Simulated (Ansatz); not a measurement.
An Ansatz (a program for electronic structure) run. Input:

Ansatz 0.2 input:
```yaml
crystal:
  lattice:
    - [2.9633649005, 0.0, 0.0]
    - [0.0, 2.9633649005, 0.0]
    - [0.0, 0.0, 2.9633649005]
  atoms:
    - { symbol: Cu, position: [0.0, 0.0, 0.0] }
    - { symbol: Zn, position: [0.5, 0.5, 0.5] }
kpoints:
  mp_grid: { grid: [14, 14, 14] }
basis: { xc_grid: 2, fft_grid_basis: typed }
hamiltonian:
  xc: pbe
  pseudopotentials: { kind: paw }
scf:
  occupations: { method: gaussian, width: 0.1 }
checkpoint: { read: metal.run }
output: { write_density: true, elf: true, volumetric_format: npy }
```

Output (shortened):

```
Pseudopotential: Cu, paw, valence charge 19
Pseudopotential: Zn, paw, valence charge 12
Functional definition: PBE
Crystal: 2 atoms, lattice volume = 26.023 Å³
Basis set: ecut = 420 eV, 485 PW (Γ), exchange–correlation on 40×40×40 points (8 copies of the dense FFT grid, shifted against one another)
Bands: 24, of which v1, the nominal top of the filled ones, is band 16 counted from 1 (15 counted from 0)
Symmetry: 48 space group operations
Space group: Pm-3m (ITA 221), of the structure as read, at distance tolerance 3.0e-5 Å
k-points: 120 of 2744
Stability of the state it starts from, as read at its close in the unpolarized treatment …
iter 1 solved again at ethr=1.83e-8 eV; its pass at ethr=3.10e-3 eV (dr2=5.68e-6 eV) is discarded
SCF iter   1: F=—  HF=-9944.389315 eV  |F-HF|=—  |Δ(HF+E_count)|=         —  Δρ=5.17e-7  dr2=6.12e-11  ethr=1.83e-8  ⟨swp⟩=3.1  Hψ=20075  notcnv=0
preconditioner: auto → none
SCF iter   2: F=-9944.389315 eV  HF=-9944.389315 eV  |F-HF|=2.36e-11  |Δ(HF+E_count)|=   3.78e-9  Δρ=2.51e-7  dr2=8.64e-12  ethr=1.00e-12  ⟨swp⟩=6.5  Hψ=11082  notcnv=0
SCF 1 converged in 2 iterations: F = -9944.389315 eV  dr2 = 8.64e-12
SCF converged after 2 iterations
Free energy (F): -9944.389315 eV
Harris-Foulkes:  -9944.389315 eV  (|F-HF|=2.36e-11)
Internal energy: -9944.387716 eV  (E = F + TS)
E sigma→0 (E₀):  -9944.388515 eV
Entropy (-TS):   -0.001599 eV (-0.800 meV/atom)
Fermi energy:    14.183215 eV
--- Per-component energies (eV) ---
  E_band       = -326.962268
  E_kinetic    = 431.201563
  E_local      = -5836.802200  (includes V_loc(G=0)·N_el)
  E_nonlocal   = 1001.537837
  E_hartree    = 2545.658555
  E_xc         = -227.444301
  E_vxc        = -168.457916  (∫ρ·V_xc dr)
  E_paw        = -3488.840576  (= ΣΔE_a)
  E_vpaw       = -845.758684  (= ΣTr[D̂ρ^β])
  E_aug_tail   = -0.000145  (compensation charges beyond the density's cutoff)
  E_ewald      = -4369.698448
  E_smearing   = -0.001599  (= −TS)
  E_closure    = 0.000000  (closes the sum)
  Σ components = -9944.389315   (vs F -9944.389315, Δ=0.00e0)
  [band-id]    e_kinetic+e_local+e_nonlocal+2·e_hartree+e_vxc+e_vpaw+e_augmentation_tail = -326.962435   (vs E_band -326.962268, Δ=-1.68e-4)
--- Band table (eV; the first three rows and the last of 120) ---
  k-point 0: bands = ["-98.7805", "-56.1501", "-56.1501", "-56.1501", "3.9480", "6.4093", "6.4093", "7.0782", "7.0782", "7.0782", "10.6678", "10.6678", "11.5015", "11.5015", "11.5015", "20.2895", "20.2895", "20.2895", "25.2881", "25.2881", "26.1105", …
  k-point 1: bands = ["-98.7805", "-56.1506", "-56.1501", "-56.1501", "4.0393", "6.4195", "6.4285", "7.0702", "7.0702", "7.0821", "10.6627", "10.6762", "11.4709", "11.4709", "11.4980", "19.4149", "20.4282", "20.4282", "25.3360", "25.6934", "26.7775", …
  k-point 2: bands = ["-98.7804", "-56.1518", "-56.1500", "-56.1500", "4.3102", "6.4483", "6.4848", "7.0479", "7.0479", "7.0931", "10.6482", "10.6948", "11.3878", "11.3878", "11.4882", "17.7157", "20.8349", "20.8349", "25.4810", "25.9236", "28.8521", …
  k-point 119: bands = ["-98.7791", "-56.1577", "-56.1577", "-56.1577", "6.5166", "6.5166", "6.5166", "7.3673", "7.3673", "9.9702", "9.9702", "9.9702", "11.7549", "11.7549", "17.8835", "18.4397", "18.4397", "18.4397", "18.6390", "18.6390", "18.6390", …
```

Cost: roughly 2.0 core-seconds on shared cores.

Symmetry was held in the PBE relaxation; phonons on a q-mesh show no instability. No spin polarisation was allowed.

Potentials: the later of the program's two PAW sets.

Ansatz is a plane-wave DFT program.
